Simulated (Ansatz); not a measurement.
Elastic constants of P: input and output

Method: DFT LDA+D3(BJ), scalar-relativistic, plane waves, PAW (Ansatz).

Launched with:
```bash
ansatz run input.yaml --threads 1 --pin off --max-ram 3072MiB --backend cpu --events-out ev --progress --plain --runs-dir out
```

Input (bare energies are in eV):
```yaml
crystal:
  lattice:
    - [2.3773641779, 0.0, 0.0]
    - [0.0, 2.3773641779, 0.0]
    - [0.0, 0.0, 2.3773648547]
  atoms:
    - { symbol: P, position: [0.0, 0.0, 0.0] }
basis:
  ecutwfc: 420
kpoints:
  mp_grid: { grid: [20, 20, 20] }
hamiltonian:
  xc: lda
  dispersion: d3bj
scf:
  occupations: { method: fermi_dirac, width: 0.15 }
output:
  forces: true
  stress: true
  eigenvalues: true
elastic:
  mode: relaxed_ion
  amplitude: 0.005
```

From the output:
```
--- Elastic constants: 2 strain directions × 4 members + reference (group order 48) ---
  dense FFT box of the reference and of every strained cell: 18×18×18
  strains applied: 11, 23; error gains: componentwise 1.00 (the most a stress slope's error grows in a printed constant), spectral 1.73 (1 for all six strains in a standard setting)
  pairwise dispersion correction: d3bj (s6 = 1.0, s8 = 0.7875, a1 = 0.4289, a2_bohr = 4.4407), with the weights of each atom's references fixed at the reference crystal's, and the forces and stress that the weights' published response gives ...
  C = ∂σ_k/∂η_j (tension-positive GPa; Voigt order 11 22 33 23 13 12):
       288.818     61.985     61.985     -0.000     -0.000     -0.000
        61.985    288.818     61.985     -0.000     -0.000     -0.000
        61.985     61.985    288.818     -0.000     -0.000     -0.000
        -0.000      0.000     -0.000     63.568     -0.000      0.000
         0.000      0.000     -0.000      0.000     63.568     -0.000
        -0.000      0.000     -0.000      0.000      0.000     63.568
  reference stress σ⁰ (GPa):      0.000      0.000      0.000     -0.000     -0.000     -0.000
  C* (energy form; C + prestress term) asymmetry max|C*_kj − C*_jk| = 2.842e-14 GPa — a small one proves nothing (zero by symmetry where the batch's group is 432, −43m or m−3m); a large one is finite-difference/SCF noise where every solve ...
  moduli (Voigt/Reuss/Hill, GPa): K = 137.60/137.60/137.60   G = 83.51/77.13/80.32   E = 201.71   ν = 0.256
  mechanically stable: yes (min eigenvalue of sym C = 63.57 GPa)
  strain η (Voigt 11):  stress-route row diagonal C_11 = 288.82 GPa, energy-path curvature d²(F+E_count+ΔE)/dδ²/Ω₀ = 288.83 GPa
    cells at ±δ against ±2δ: C11 289.74 and 292.49 GPa, apart by 0.95 % of the column's largest entry
         δ    σ_11 (GPa) F (eV) n_scf n_hpsi n_pw
    -1.000e-2      -3.1063        -726.5120719       7  100450    280   relax 0 steps, max|allowed force component| 0.00e0 eV/Å
    -5.000e-3      -1.4944        -726.5130309       4   85822    280   relax 0 steps, max|allowed force component| 0.00e0 eV/Å
     5.000e-3       1.4029        -726.5130441       4   85896    284   relax 0 steps, max|allowed force component| 0.00e0 eV/Å
     1.000e-2       2.7435        -726.5121709       5   87350    284   relax 0 steps, max|allowed force component| 0.00e0 eV/Å
  strain η (Voigt 23):  stress-route row diagonal C_44 = 63.57 GPa, energy-path curvature d²(F+E_count+ΔE)/dδ²/Ω₀ = 63.54 GPa
    cells at ±δ against ±2δ: C44 63.65 and 63.88 GPa, apart by 0.37 % of the column's largest entry
         δ    σ_23 (GPa) F (eV) n_scf n_hpsi n_pw
    -1.000e-2      -0.6388        -726.5130737       6  175121    284   relax 0 steps, max|allowed force component| 0.00e0 eV/Å
    -5.000e-3      -0.3182        -726.5132740       3  140836    284   relax 0 steps, max|allowed force component| 0.00e0 eV/Å
     5.000e-3       0.3182        -726.5132740       3  138627    284   relax 0 steps, max|allowed force component| 0.00e0 eV/Å
     1.000e-2       0.6388        -726.5130737       4  141546    284   relax 0 steps, max|allowed force component| 0.00e0 eV/Å
```

It took 45 s on 1 thread of Intel(R) Xeon(R) Platinum 8488C (Sapphire Rapids), with other jobs on the host, peak memory 0.47 GiB.

In a metal, frequencies and elastic constants depend on the k mesh and the smearing, soft modes and shear constants most.

This simple cubic form isn't the element's structure at ambient conditions.